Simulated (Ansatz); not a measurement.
HfGe in space group P-6m2 (No. 187; Hf on 1a, Ge on 1f), PBE (plane waves, PAW; program Ansatz), all energies at zero smearing, with the estimated change up to a 700 eV cutoff added, with one set of potentials and settings (totals compare only within such a set). Cell of 2 atoms (1 Hf, 1 Ge): -20017.101 eV.

| element | reference phase | E (eV/atom) |
|---|---|---|
| Hf | P6_3/mmc, 2 atoms in the cell | -15721.3637 |
| Ge | Fd-3m, 2 atoms in the cell | -4294.9847 |

Formation energy per atom, worked out: (-20017.101 − 1×(-15721.3637) − 1×(-4294.9847))/2 = -0.376 eV/atom (-36 kJ per mol of atoms), at 0 K, without zero-point energy or fitted corrections.

The cell is a constructed one: a structure type filled with these elements; neither database checked (COD, Materials Project) lists it. Whether it is the stable phase at ambient conditions was not checked. The cell was relaxed with PBE under the symmetry of its start; its stability against distortions is not shown here. No spin polarisation was allowed. The references are the lowest solids computed at this level, not always the standard phases. Scalar-relativistic: spin–orbit coupling is off unless named, which matters more the heavier the elements.

Potentials: the later of the program's two PAW sets.
